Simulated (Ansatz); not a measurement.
SrNi₃ (AuCu3-type structure)

Level of theory: DFT, PBE, scalar-relativistic, collinear spin; plane waves to 420 eV with PAW datasets (Ansatz 0.2.0), Γ-centred 8×8×8 mesh, 0.05 eV Gaussian smearing. The datasets are Ansatz's generated set soft_2.

```
CELL_PARAMETERS angstrom
3.99465 0.00000 0.00000
0.00000 3.99465 0.00000
0.00000 0.00000 3.99465
ATOMIC_POSITIONS crystal
Sr 0.00000 0.00000 0.00000
Ni 0.00000 0.50000 0.50000
Ni 0.50000 0.50000 0.00000
Ni 0.50000 0.00000 0.50000
```

The structure was built from a prototype; whether the compound forms in it isn't claimed.

Magnetic state: ferromagnetic, site spin moments Ni 0.40 μB.

The cell has space group Pm-3m (read at 0.01 Å). In it the stress is 0.00, 0.00, 0.00, 0.00, 0.00, 0.00 GPa and the largest force component 0.000 eV/Å. Each change below starts from this cell, without further relaxation. Stress is in GPa, positive in compression, in the order xx, yy, zz, yz, xz, xy; energies are counted from the cell above and are free energies with the smearing's entropy, which match forces and stress in a metal.

Q: What happens when atom 2 (Ni) is moved by 0.02 Å along z?

A: The energy changes by 0.9 meV per cell, and the force on it along the shift is -0.095 eV/Å (−F/u = 4.74 eV/Å²). Stress: 0.00, 0.01, 0.00, 0.00, 0.00, 0.00.
| atom | Fx (eV/Å) | Fy | Fz |
| --- | --- | --- | --- |
| Sr1 | 0.000 | 0.000 | 0.080 |
| Ni2 | 0.000 | 0.000 | -0.095 |
| Ni3 | 0.000 | 0.000 | 0.000 |
| Ni4 | 0.000 | 0.000 | 0.015 |

Q: What stress follows from an engineering strain of 2 % in xy, atoms carried along?

A: 0.04, 0.04, -0.01, 0.00, 0.00, -0.80 GPa; the energy changes by 3.2 meV per cell.
The change of the stress over the strain gives a clamped-atom stiffness of about 40 GPa for this component.
In a harmonic crystal the energy would rise by V(½Cε² − σ₀ε), with σ₀ the stress of the unstrained cell, = 3.2 meV, which matches.

Q: What stress follows from an engineering strain of 1 % in yz, atoms carried along?

A: 0.00, 0.01, 0.01, -0.40, 0.00, 0.00 GPa; the energy changes by 0.8 meV per cell.
The change of the stress over the strain gives a clamped-atom stiffness of about 40 GPa for this component.

1 move too small to change the energy by 0.15 meV is left out.

Site moments are of spin, integrated over atomic spheres. The moments were started parallel, and the real magnetic order may be another.
